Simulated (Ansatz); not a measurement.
PbO$_{2}$ (rutile, P4_2/mnm) under volume change, r²SCAN in the plane-wave PAW code Ansatz, shape and atoms relaxed at each volume.

```
V (Å³/atom)  E − E(relaxed) (meV/atom)     P (GPa)
-----------  -------------------------  ----------
12.834                      (withheld)  (withheld)
13.257                            24.5        9.94
13.680                             5.7        4.48
14.103                             0.0        0.00
14.526                             4.9       -3.61
14.949                            18.5       -6.55
15.372                      (withheld)  (withheld)
```

### Question
What belongs in the gaps?

### Answer

- 12.834, E − E(relaxed) (meV/atom): 59.2
- 12.834, P (GPa): 16.56
- 15.372, E − E(relaxed) (meV/atom): 38.7
- 15.372, P (GPa): -8.74

### Question
What does a third-order Birch–Murnaghan fit give for V₀, B₀ and B′?

### Answer
V₀ = 14.10 Å³/atom, B₀ = 133 GPa, B′ = 6.0.

Symmetry was held in the r²SCAN relaxation; of distortions, only those at the zone centre were tested. Spin–orbit coupling is left out wherever it is not named.

Potentials: the later of the program's two PAW sets.
